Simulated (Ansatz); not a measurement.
Input file for Ansatz (a program for electronic structure):

Ansatz 0.2 input:
```yaml
crystal:
  lattice:
    - [5.6169502818, 3.5316543391, 0.0]
    - [-5.6169502818, 3.5316543391, 0.0]
    - [-3.8772061785, 0.0, 5.3553626854]
  atoms:
    - { symbol: Li, position: [0.2423971033, 0.2423971033, 0.0] }
    - { symbol: Li, position: [0.7576028967, 0.7576028967, 0.0] }
    - { symbol: P, position: [0.1518655208, 0.8481344792, 0.5769978538] }
    - { symbol: P, position: [0.8481344792, 0.1518655208, 0.4230021462] }
    - { symbol: S, position: [0.7794678661, 0.7794678661, 0.5] }
    - { symbol: S, position: [0.2205321339, 0.2205321339, 0.5] }
    - { symbol: S, position: [0.1941907384, 0.8058092616, 0.3227365028] }
    - { symbol: S, position: [0.8058092616, 0.1941907384, 0.6772634972] }
    - { symbol: S, position: [0.3198846436, 0.6801153564, 0.9344392494] }
    - { symbol: S, position: [0.6801153564, 0.3198846436, 0.0655607506] }
kpoints:
  mp_grid: { grid: [3, 3, 3] }
hamiltonian:
  xc: hse06
  pseudopotentials: { kind: paw }
scf:
  n_extra_bands: 10
  occupations: { method: fixed }
output:
  eigenvalues: true
  eigenstates:
    e_range: [-9.0, 11.2]
    kpoints:
      - [0.0, 0.0, 0.0]  # VBM
      - [0.0, 0.0, 0.5]  # CBM
      - [0.0, 0.0, 0.0]  # GAMMA
      - [-0.5, 0.5, 0.0]  # Y_2
      - [0.0, 0.0, 0.5]  # A
      - [-0.5, 0.5, 0.5]  # M_2
      - [0.0, 0.5, 0.0]  # V_2
      - [0.0, 0.5, 0.5]  # L_2
      - [0.4006345042, 0.4006345042, 0.0]  # C
      - [-0.4006345042, 0.5993654958, 0.0]  # C_2
      - [-0.2505392623, 0.7494607377, 0.5]  # D
      - [0.2505392623, 0.2505392623, 0.5]  # D_2
```

Output (shortened):

```
Pseudopotentials: kind: paw
Pseudopotential: Li, paw, valence charge 3
Pseudopotential: P, paw, valence charge 5
Pseudopotential: S, paw, valence charge 6
Functional definition: HSE06
davidson cushion auto → on  (no smearing: the cushion is to keep the highest requested band from converging to the state above it …
Crystal: 10 atoms, lattice volume = 212.470 Å³
Basis set: ecut = 420 eV, 4107 PW (Γ)
Bands: 36, of which v1, the nominal top of the filled ones, is band 26 counted from 1 (25 counted from 0)
Symmetry: 4 space group operations
Space group: C2/m (ITA 12), of the structure as read, at distance tolerance 6.0e-5 Å
k-points: 10 of 27
PAW frozen core: P, regenerated for the run's functional, and the local potential with it
PAW frozen core: S, regenerated for the run's functional, and the local potential with it
Initial wavefunctions: pseudopotential atomic-orbital guess
Eigensolver: davidson
Functional: x = pbe(κ = 0.804, μ = 0.2195149727645171), c = pbe(β = 0.06672455060314922), warm-up for x = pbe(κ = 0.804, μ = 0.2195149727645171) + 0.25 (exact …
SCF iter   1: F=—  HF=-7338.816862 eV  |F-HF|=—  |Δ(HF+E_count)|=         —  Δρ=1.47e-3  dr2=3.30e-3  ethr=1.77e-3  ⟨swp⟩=9.7  Hψ=1890  notcnv=0
preconditioner: auto → none
SCF iter   2: F=—  HF=-7338.815184 eV  |F-HF|=—  |Δ(HF+E_count)|=   1.68e-3  Δρ=7.54e-4  dr2=1.26e-3  ethr=6.34e-6  ⟨swp⟩=5.3  Hψ=1378  notcnv=0  defer=2
SCF iter   3: F=—  HF=-7338.815633 eV  |F-HF|=—  |Δ(HF+E_count)|=   4.49e-4  Δρ=4.23e-4  dr2=4.77e-4  ethr=2.42e-6  ⟨swp⟩=3.7  Hψ=1030  notcnv=0
iter 4 solved again at ethr=2.90e-8 eV; its pass at ethr=9.18e-7 eV (dr2=1.51e-5 eV) is discarded
SCF iter   4: F=-7338.815984 eV  HF=-7338.815938 eV  |F-HF|=4.56e-5  |Δ(HF+E_count)|=   3.05e-4  Δρ=1.21e-4  dr2=1.59e-5  ethr=2.90e-8  ⟨swp⟩=4.2  Hψ=1953  notcnv=0
SCF 1 stopped early in 4 iterations: F = -7338.815984 eV  dr2 = 1.59e-5
Crystal: 10 atoms, lattice volume = 212.470 Å³
Initial density: handed on by an earlier stage of this run
Initial wavefunctions: those handed on with the density
Functional: x = pbe(κ = 0.804, μ = 0.2195149727645171) + 0.25 (exact − pbe) at short range (hse, ω = 0.20786987370883472 Å⁻¹), c = pbe(β = 0.06672455060314922); HSE06 as pw.x's `hse` composes it (authors' and Libxc's form: `xc: wpbeh`)
Exchange kernel: α = 0.2500, screened, ω = 0.2079 Å⁻¹, Wigner–Seitz truncation, v(0) = 1044.1321 eV·Å³, q-mesh 3×3×3, nearest image of the exchange supercell L …
Frozen-core exchange: fock
SCF iter   1: F=—  HF=-7343.277795 eV  |F-HF|=—  |Δ(HF+E_count)|=         —  Δρ=4.43e-3  dr2=6.56e-2  ethr=3.06e-7  ⟨swp⟩=9.5  Hψ=2322  notcnv=0
preconditioner: auto → none
SCF iter   2: F=—  HF=-7343.262234 eV  |F-HF|=—  |Δ(HF+E_count)|=   1.56e-2  Δρ=2.15e-3  dr2=2.51e-2  ethr=3.06e-7  ⟨swp⟩=6.5  Hψ=1851  notcnv=0
SCF iter   3: F=—  HF=-7343.257125 eV  |F-HF|=—  |Δ(HF+E_count)|=   5.11e-3  Δρ=1.12e-3  dr2=3.72e-3  ethr=3.06e-7  ⟨swp⟩=5.1  Hψ=1511  notcnv=0
SCF iter   4: F=—  HF=-7343.273481 eV  |F-HF|=—  |Δ(HF+E_count)|=   1.64e-2  Δρ=8.13e-4  dr2=1.17e-3  ethr=3.06e-7  ⟨swp⟩=5.0  Hψ=1540  notcnv=0
SCF iter   5: F=—  HF=-7343.273127 eV  |F-HF|=—  |Δ(HF+E_count)|=   3.54e-4  Δρ=2.05e-4  dr2=8.86e-5  ethr=3.06e-7  ⟨swp⟩=4.0  Hψ=1166  notcnv=0
SCF iter   6: F=—  HF=-7343.273459 eV  |F-HF|=—  |Δ(HF+E_count)|=   3.31e-4  Δρ=1.32e-4  dr2=3.56e-5  ethr=1.02e-7  ⟨swp⟩=4.3  Hψ=1215  notcnv=0
SCF iter   7: F=-7343.273448 eV  HF=-7343.273448 eV  |F-HF|=2.76e-7  |Δ(HF+E_count)|=   1.05e-5  Δρ=1.72e-5  dr2=1.82e-6  ethr=6.58e-8  ⟨swp⟩=3.0  Hψ=905  notcnv=0
SCF 2 stopped early in 7 iterations: F = -7343.273448 eV  dr2 = 1.82e-6
hybrid outer 1: dexx = +1.960e-2 eV, tail = 1.44e-5 eV
Crystal: 10 atoms, lattice volume = 212.470 Å³
Exchange kernel: α = 0.2500, screened, ω = 0.2079 Å⁻¹, Wigner–Seitz truncation, v(0) = 1044.1321 eV·Å³, q-mesh 3×3×3, nearest image of the exchange supercell L …
Frozen-core exchange: fock
SCF iter   1: F=—  HF=-7343.273409 eV  |F-HF|=—  |Δ(HF+E_count)|=         —  Δρ=2.19e-5  dr2=8.44e-7  ethr=1.38e-7  ⟨swp⟩=3.8  Hψ=918  notcnv=0
preconditioner: auto → none
iter 2 solved again at ethr=9.08e-11 eV; its pass at ethr=1.40e-9 eV (dr2=4.72e-8 eV) is discarded
SCF iter   2: F=-7343.273409 eV  HF=-7343.273409 eV  |F-HF|=1.16e-9  |Δ(HF+E_count)|=   1.49e-7  Δρ=8.12e-6  dr2=7.64e-8  ethr=9.08e-11  ⟨swp⟩=2.8  Hψ=1972  notcnv=0
SCF 3 converged in 2 iterations: F = -7343.273409 eV  dr2 = 7.64e-8
hybrid outer 2: dexx = +2.852e-7 eV, tail = 1.59e-7 eV, Δε = 7.65e-4 eV (about 8.64e-5 eV left of the loop's levels)
the search or the solves at the SCF's close seem to have found levels that the self-consistency loop had missed (the run counts 1) …
NSCF: frozen V_eff on 12 k-points
hybrid SCF converged: 2 outer / 9 inner (+4 warm-up), last move |dexx| = 2.85e-7 eV, tail = 1.59e-7 eV
Stability not checked (fock_operator)
Free energy (F): -7343.273409 eV
Frozen-core exchange: fock
Harris-Foulkes:  -7343.273409 eV  (|F-HF|=1.16e-9)
Internal energy: -7343.273409 eV  (E = F + TS)
E sigma→0 (E₀):  -7343.273409 eV
Fermi energy:    2.844202 eV
--- Per-component energies (eV) ---
  E_band       = -344.465370
  E_kinetic    = 830.271144
  E_local      = -1428.860260  (includes V_loc(G=0)·N_el)
  E_nonlocal   = 168.270291
  E_hartree    = 450.716721
  E_xc         = -587.412073
  E_vxc        = -544.726865  (∫ρ·V_xc dr)
  E_exx        = -107.288698  (= α·E_x^exact, valence–valence)
  E_paw        = -4820.199134  (= ΣΔE_a)
  E_vpaw       = -56.276203  (= ΣTr[D̂ρ^β])
  E_aug_tail   = 0.000041  (compensation charges beyond the density's cutoff)
  E_ewald      = -1848.060046
  E_core_change = -0.711395  (= ΣΔE_core)
  E_smearing   =  0.000000  (= −TS)
  E_closure    = 0.000000  (closes the sum)
  Σ components = -7343.273409   (vs F -7343.273409, Δ=0.00e0)
  [band-id]    e_kinetic+e_local+e_nonlocal+2·e_hartree+e_vxc+2·e_exx+e_vpaw+e_augmentation_tail = -344.465806   (vs E_band -344.465370, Δ=-4.36e-4)
--- Band table (eV; the first three rows and the last of 10) ---
  k-point 0: bands = ["-45.2351", "-45.2335", "-14.8089", "-12.6917", "-11.2184", "-10.9840", "-10.4014", "-10.4008", "-6.6224", "-5.7029", "-3.8045", "-2.7289", "-2.6230", "-1.7657", "-1.7145", "-0.4719", "0.0049", "0.8521", "0.9945", "1.2412", "1.3032", "1.4589", "2.0657", "2.2992", "2.4851", "2.8442", "6.0810", "6.6445", "7.1413", "7.9091", "8.3029", "8.3229", "8.6099", "9.0985", "9.7654", "10.3631"]
  k-point 1: bands = ["-45.2351", "-45.2335", "-14.7669", "-12.7193", "-11.2258", "-10.9780", "-10.6159", "-10.3797", "-6.6276", "-5.1778", "-3.7649", "-2.8965", "-2.3741", "-1.6839", "-1.5532", "-0.3325", "0.1876", "0.1910", "0.8747", "0.9057", "1.3818", "1.4120", "2.0222", "2.1787", "2.2803", "2.4242", "5.7666", "6.7425", "6.7453", "7.9446", "8.3738", "8.8103", "9.1417", "9.4776", "10.1155", "10.3723"]
  k-point 2: bands = ["-45.2348", "-45.2339", "-14.7447", "-12.8177", "-11.2768", "-10.9640", "-10.4353", "-10.3761", "-6.6485", "-5.2455", "-3.5678", "-2.8842", "-2.5961", "-1.7832", "-1.4889", "-0.7911", "0.1921", "0.4387", "0.8493", "1.1711", "1.2523", "1.5298", "1.7182", "2.1346", "2.3970", "2.5130", "5.9950", "6.8188", "7.2283", "7.8770", "8.5536", "8.9395", "9.2267", "9.4892", "9.9604", "10.2844"]
  k-point 9: bands = ["-45.2351", "-45.2335", "-14.7178", "-12.8711", "-11.2349", "-10.8952", "-10.4929", "-10.4905", "-6.5021", "-5.2036", "-3.4530", "-2.8128", "-2.6332", "-1.5992", "-1.5582", "-0.7556", "-0.3214", "0.3688", "0.7265", "0.9537", "1.1547", "1.6568", "1.7141", "2.2579", "2.4760", "2.5629", "6.3407", "6.8202", "7.2906", "8.0940", "8.4263", "8.6891", "9.0818", "9.3880", "9.9763", "10.6662"]
  band table: 36 of 36 bands, residual norms ≤ 1.0e-3 eV
```

Cost: very roughly 9 core-minutes on shared cores.

The points marked VBM and CBM come from a semilocal run.

The workflow started from an entry of the Crystallography Open Database (COD). Whether it is the stable phase at ambient conditions was not checked. The cell was relaxed with r²SCAN under the symmetry of its start; whether a distortion lowers the energy is not shown.

Potentials: the later of the program's two PAW sets.

Ansatz is a plane-wave DFT program.
